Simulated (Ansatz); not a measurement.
Geometry optimisation in Ansatz: input, command and trajectory.

```yaml
crystal:
  lattice:
    - [1.8146954682, -2.3209698877, 0.0]
    - [1.8146954682, 2.3209698877, 0.0]
    - [0.0, 0.0, 4.368683402]
  atoms:
    - { symbol: Be, position: [0.1895161497, 0.1895161497, 0.1895161497] }
    - { symbol: Be, position: [0.8104838503, 0.8104838503, 0.1895161497] }
    - { symbol: B, position: [0.5, 0.5, 0.7475769134] }
    - { symbol: B, position: [0.842098428, 0.157901572, 0.5] }
    - { symbol: B, position: [0.157901572, 0.842098428, 0.5] }
basis:
  ecutwfc: 420
kpoints:
  mp_grid: { grid: [6, 6, 4] }
hamiltonian:
  xc: pbe
scf:
  occupations: { method: gaussian, width: 0.1 }
  lower_state_search: "off"
output:
  forces: true
  stress: true
  eigenvalues: true
relax:
  adjacent_minimum: "off"
  f_tol: 0.04
  max_steps: 70
  cell: { stress_tol: 0.4 }
```

```bash
ansatz run input.yaml --threads 1 --pin off --max-ram 2560MiB --backend cpu --events-out ev --progress --plain --runs-dir out
```

These are results of DFT PBE, scalar-relativistic, plane waves, PAW in Ansatz, not measurements.

Of 22 frames 10 are shown, positions in Å and forces in eV/Å; the SCF threshold varies from step to step. Steps run on the plane waves of an earlier cell, with a Pulay correction in the pressure. The basis is chosen afresh for the last frame, the zero of the energies, and at times for earlier ones too; energy and pressure step there, also at an unchanged geometry. Here that happened at step 19 (-39 meV/atom, 2.3 GPa); the frames before carry an error of that size.

```xyz
5
Lattice="1.8147 -2.3210 0.0000 1.8147 2.3210 0.0000 0.0000 0.0000 4.3687" Properties=species:S:1:pos:R:3:forces:R:3 pbc="T T T" step=1 free_energy_over_end_meV_per_atom=1259.37 pressure_GPa=38.22
Be    0.6878    0.0000    0.8279   14.9172    0.0000   -3.5177
Be    2.9416    0.0000    0.8279  -14.9172    0.0000   -3.5177
B     1.8147    0.0000    3.2659    0.0000    0.0000   -0.5110
B     1.8147   -1.5880    2.1843    0.0000    8.9140    3.7732
B     1.8147    1.5880    2.1843    0.0000   -8.9140    3.7732
5
Lattice="1.8862 -2.3433 0.0000 1.8862 2.3433 0.0000 0.0000 0.0000 4.0234" Properties=species:S:1:pos:R:3:forces:R:3 pbc="T T T" step=3 free_energy_over_end_meV_per_atom=282.65 pressure_GPa=13.77
Be    0.8957    0.0000    0.6863    2.6884    0.0000   -0.2633
Be    2.8766    0.0000    0.6863   -2.6884    0.0000   -0.2633
B     1.8862    0.0000    3.0051    0.0000    0.0000   -0.9761
B     1.8862   -1.4764    2.0893    0.0000    1.4069    0.7512
B     1.8862    1.4764    2.0893    0.0000   -1.4069    0.7512
5
Lattice="2.1335 -2.4127 0.0000 2.1335 2.4127 0.0000 0.0000 0.0000 3.7773" Properties=species:S:1:pos:R:3:forces:R:3 pbc="T T T" step=6 free_energy_over_end_meV_per_atom=135.71 pressure_GPa=-1.62
Be    1.1239    0.0000    0.6845    0.3270    0.0000    0.0401
Be    3.1431    0.0000    0.6845   -0.3270    0.0000    0.0401
B     2.1335    0.0000    2.7397    0.0000    0.0000   -0.1000
B     2.1335   -1.4918    1.9621    0.0000    0.0239    0.0098
B     2.1335    1.4918    1.9621    0.0000   -0.0239    0.0098
5
Lattice="2.2608 -2.3714 0.0000 2.2608 2.3714 0.0000 0.0000 0.0000 3.6473" Properties=species:S:1:pos:R:3:forces:R:3 pbc="T T T" step=8 free_energy_over_end_meV_per_atom=94.64 pressure_GPa=0.80
Be    1.2719    0.0000    0.6869   -0.0297    0.0000    0.2861
Be    3.2497    0.0000    0.6869    0.0297    0.0000    0.2861
B     2.2608    0.0000    2.6268    0.0000    0.0000   -0.2120
B     2.2608   -1.4845    1.8778    0.0000   -0.6186   -0.1801
B     2.2608    1.4845    1.8778    0.0000    0.6186   -0.1801
5
Lattice="2.4226 -2.3029 0.0000 2.4226 2.3029 0.0000 0.0000 0.0000 3.6433" Properties=species:S:1:pos:R:3:forces:R:3 pbc="T T T" step=10 free_energy_over_end_meV_per_atom=64.41 pressure_GPa=0.40
Be    1.4242    0.0000    0.7341    0.0042    0.0000    0.1145
Be    3.4209    0.0000    0.7341   -0.0042    0.0000    0.1145
B     2.4226    0.0000    2.6189    0.0000    0.0000   -0.1696
B     2.4226   -1.4672    1.8304    0.0000   -0.2524   -0.0296
B     2.4226    1.4672    1.8304    0.0000    0.2524   -0.0296
5
Lattice="2.5811 -2.2804 0.0000 2.5811 2.2804 0.0000 0.0000 0.0000 3.5139" Properties=species:S:1:pos:R:3:forces:R:3 pbc="T T T" step=13 free_energy_over_end_meV_per_atom=49.03 pressure_GPa=0.65
Be    1.5763    0.0000    0.7602   -0.1115    0.0000    0.0019
Be    3.5858    0.0000    0.7602    0.1115    0.0000    0.0019
B     2.5811    0.0000    2.5197    0.0000    0.0000   -0.2279
B     2.5811   -1.4777    1.7163    0.0000    0.0282    0.1121
B     2.5811    1.4777    1.7163    0.0000   -0.0282    0.1121
5
Lattice="2.5984 -2.2992 0.0000 2.5984 2.2992 0.0000 0.0000 0.0000 3.4105" Properties=species:S:1:pos:R:3:forces:R:3 pbc="T T T" step=15 free_energy_over_end_meV_per_atom=46.49 pressure_GPa=1.07
Be    1.5805    0.0000    0.7179   -0.0616    0.0000    0.1762
Be    3.6163    0.0000    0.7179    0.0616    0.0000    0.1762
B     2.5984    0.0000    2.4444    0.0000    0.0000   -0.2605
B     2.5984   -1.4841    1.6864    0.0000   -0.4159   -0.0459
B     2.5984    1.4841    1.6864    0.0000    0.4159   -0.0459
5
Lattice="2.6206 -2.2908 0.0000 2.6206 2.2908 0.0000 0.0000 0.0000 3.4499" Properties=species:S:1:pos:R:3:forces:R:3 pbc="T T T" step=17 free_energy_over_end_meV_per_atom=43.02 pressure_GPa=-0.21
Be    1.5984    0.0000    0.7417    0.0011    0.0000    0.0022
Be    3.6429    0.0000    0.7417   -0.0011    0.0000    0.0022
B     2.6206    0.0000    2.4643    0.0000    0.0000   -0.0242
B     2.6206   -1.4872    1.6945    0.0000    0.0228    0.0099
B     2.6206    1.4872    1.6945    0.0000   -0.0228    0.0099
5
Lattice="2.6761 -2.2870 0.0000 2.6761 2.2870 0.0000 0.0000 0.0000 3.4448" Properties=species:S:1:pos:R:3:forces:R:3 pbc="T T T" step=20 free_energy_over_end_meV_per_atom=0.38 pressure_GPa=0.52
Be    1.6390    0.0000    0.7480   -0.0029    0.0000   -0.0068
Be    3.7132    0.0000    0.7480    0.0029    0.0000   -0.0068
B     2.6761    0.0000    2.4601    0.0000    0.0000   -0.0020
B     2.6761   -1.4855    1.6848    0.0000   -0.0014    0.0077
B     2.6761    1.4855    1.6848    0.0000    0.0014    0.0077
5
Lattice="2.6884 -2.2865 0.0000 2.6884 2.2865 0.0000 0.0000 0.0000 3.4464" Properties=species:S:1:pos:R:3:forces:R:3 pbc="T T T" step=22 free_energy_over_end_meV_per_atom=0.00 pressure_GPa=0.07
Be    1.6482    0.0000    0.7496   -0.0056    0.0000   -0.0007
Be    3.7286    0.0000    0.7496    0.0056    0.0000   -0.0007
B     2.6884    0.0000    2.4612    0.0000    0.0000   -0.0081
B     2.6884   -1.4852    1.6844    0.0000    0.0072    0.0047
B     2.6884    1.4852    1.6844    0.0000   -0.0072    0.0047
```

The start is a random arrangement. At the end the space group is Cmm2 (tolerance 0.05 Å).

Time: 23 s on 1 thread of Intel(R) Xeon(R) 6975P-C (Granite Rapids), with other jobs on the host, peak memory 0.35 GiB.

The k mesh is coarse.